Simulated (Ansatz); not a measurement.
A scan (energy against volume; even scaling of the relaxed cell, symmetry kept) gave these values. All values below come from PBEsol (plane waves to 420 eV, PAW, scalar-relativistic; Ansatz, a quantum-chemistry and plane-wave program).

- Bulk modulus at fixed cell shape B₀ (third-order Birch-Murnaghan fit) = 242 GPa
- Pressure derivative B₀′ (fit) = 4.0
- Equilibrium volume of the fit = 8.56 Å³/atom

Of these crystals, all scanned alike, which one is it?
(A) Al₂O₃ (corundum)
(B) SiO₂ (alpha-cristobalite type, space group P4_12_12)
(C) LiTaO₃ (LiNbO3 type, space group R3c)

A, Al₂O₃ (corundum). The others have, for the bulk modulus at fixed cell shape: SiO2 14.2 GPa, LiTaO3 125 GPa

All were relaxed with their symmetry unable to fall. LiTaO3 is run without spin polarisation. Spin-orbit coupling is left out. The PAW data are Ansatz's earlier set. With the shape held, the modulus is that of even scaling; a crystal free to change shape is softer.

(Under strain, the slope of the energy per volume gives the stress and its curvature an elastic modulus.)
